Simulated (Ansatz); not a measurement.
ZrTa (rock salt, space group No. 225) at seven volumes, PBEsol (plane waves, PAW; program Ansatz), scaled uniformly. One row is withheld.

```tsv
V (Å³/atom)	P (GPa)
19.708	11.93
20.358	7.30
21.008	3.36
21.657	0.00
22.307	-2.91
22.957	?
23.607	-7.64
```

Q: Fit the shown pressures and predict the withheld one.

A: Third-order Birch–Murnaghan: P = (3/2)B₀(x^(7/2) − x^(5/2))[1 + (3/4)(B′ − 4)(x − 1)] with x = (V₀/V)^(2/3). Least squares on the six rows gives V₀ = 21.655 Å³/atom, B₀ = 104.9 GPa, B′ = 3.98. At V = 22.957, x = 0.9618 and P = -5.45 GPa. The run itself gave -5.44 GPa.

Space group Fm-3m (rock salt). The start of the workflow was typed in or built on a structure type; neither database checked (COD, Materials Project) lists it. Whether it is the stable phase at ambient conditions was not checked. The PBEsol relaxation kept the symmetry of its start. At this level the phase is mechanically unstable. The run is not spin-polarised. Its formation energy is positive at this level, so the cell may be metastable or incomplete. Spin–orbit coupling is left out wherever it is not named.

Potentials: the later of the program's two PAW sets.
